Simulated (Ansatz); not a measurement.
Starting cell, WSe$_{2}$ (2H-MoS2 type, space group P6_3/mmc):

```xyz
6
Lattice="3.2999 0.0000 0.0000 -1.6499 2.8578 0.0000 0.0000 0.0000 13.1513" Properties=species:S:1:pos:R:3 pbc="T T T"
W      0.0000     1.9052     3.2878
W      1.6499     0.9526     9.8635
Se     0.0000     1.9052     8.1980
Se     1.6499     0.9526     1.6224
Se     1.6499     0.9526     4.9533
Se     0.0000     1.9052    11.5289
```

In each cell atom 5 (Se, nearest neighbour W at 2.531 Å; its periodic images, 3.3 Å or more away, move with it) moves by s·(-0.652, 0.376, -0.658) (towards the nearest neighbour), the rest being held.

Calculation: r2SCAN+rVV10 (plane waves to 500 eV, PAW, scalar-relativistic; Ansatz, a first-principles code). k mesh 9×9×2 (Γ-centred), Fermi-Dirac smearing 0.05 eV. The energy includes the smearing's −TS. Left out: 1 of 11 points, with atoms too close for the PAW data. Spin-orbit coupling is left out, though W is heavy. WSe2 is run without spin polarisation. WSe2 was relaxed with its symmetry unable to fall. The zero of ΔE is the undisplaced structure.

```tsv
s (Å)	ΔE (meV/cell)
-0.510	997
-0.408	withheld
-0.306	433
-0.204	212
-0.102	59
0.000	0
0.102	73
0.204	328
0.306	835
0.408	1688
```

### Question
Fit a polynomial form (powers 2, 3, 4) to the given rows and predict ΔE at s = -0.408.

### Answer
Least squares on the 9 given rows: ΔE = (6342)·s² + (7312)·s³ + (4714)·s⁴, in meV/cell with s in Å; root-mean-square residual 4.9 meV/cell. At -0.408 the fit gives 690 meV/cell; the calculation gives 700 meV/cell, so the interpolation is off by -10 (-1.4 %). The quadratic term alone would give 1056 meV/cell.

(For displaced atoms, the force is minus the slope of the energy, and its curvature is a force constant, which sets phonon frequencies.)
